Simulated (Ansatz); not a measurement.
CdSe:
```xyz
12
Lattice="4.3010 0.0000 0.0000 -2.1505 3.7248 0.0000 0.0000 0.0000 21.0667" Properties=species:S:1:pos:R:3 pbc="T T T"
Cd     0.0000     0.0000    21.0619
Cd     0.0000     0.0000    10.5286
Cd     2.1505     1.2416    17.5519
Cd     0.0000     2.4832     7.0185
Cd     2.1505     1.2416     3.5084
Cd     0.0000     2.4832    14.0417
Se     0.0000     0.0000    18.4254
Se     0.0000     0.0000     7.8920
Se     2.1505     1.2416    14.9177
Se     0.0000     2.4832     4.3843
Se     2.1505     1.2416     0.8740
Se     0.0000     2.4832    11.4074
```

Relaxed with PBEsol. Independent-particle spectrum: no excitons, no local fields, no scissors shift; 0.1 eV broadening; ε₁ of the summed bands alone.

### Question
Tabulate the dielectric function from the program Ansatz at the PBEsol level (PAW).

### Answer


```csv
E (eV),ε₁ xx,ε₂ xx,ε₁ zz,ε₂ zz
0.0,8.41,0.00,8.40,0.00
0.5,9.35,0.47,9.29,0.36
1.0,8.38,1.85,8.45,1.85
1.5,8.03,2.04,8.05,2.09
2.0,8.15,2.29,8.08,2.34
2.5,8.78,2.87,8.50,2.80
3.0,9.83,5.42,9.47,4.03
3.5,6.07,7.30,8.08,8.17
4.0,5.13,5.56,4.72,7.73
4.5,6.33,5.99,4.89,6.37
5.0,5.49,9.12,4.73,9.85
5.5,1.35,8.10,2.43,5.77
6.0,0.97,7.37,0.54,7.72
6.5,1.15,7.65,0.75,6.77
7.0,-1.61,7.41,-0.82,8.12
7.5,-2.97,5.66,-3.40,6.08
8.0,-2.94,3.54,-3.24,3.30
8.5,-2.38,2.47,-2.19,2.33
9.0,-1.59,1.87,-1.67,1.78
9.5,-1.15,1.50,-1.14,1.59
10.0,-0.77,1.44,-0.80,1.43
10.5,-0.69,1.44,-0.58,1.45
11.0,-0.63,1.39,-0.61,1.44
11.5,-0.76,1.08,-0.73,1.06
12.0,-0.46,0.82,-0.45,0.85
```

### Question
From ε at 1.9 eV (xx: 8.10 + 2.22i), find n, k, the normal reflectivity and the absorption coefficient.

### Answer
n = 2.87, k = 0.386, R = 24 %, α = 2kE/ħc = 74000 cm⁻¹.

With all bands, ε∞ without local fields is 8.58 (xx = yy), 8.56 (zz).

Space group P6_3mc. The cell is a constructed one: a structure type filled with these elements. Its sites differ from those of the usual phase in this space group: another stacking or structure type. The cell was relaxed with PBEsol under the symmetry of its start; its stability against distortions is not shown here. Spin–orbit coupling is left out wherever it is not named.

Potentials: the later of the program's two PAW sets.
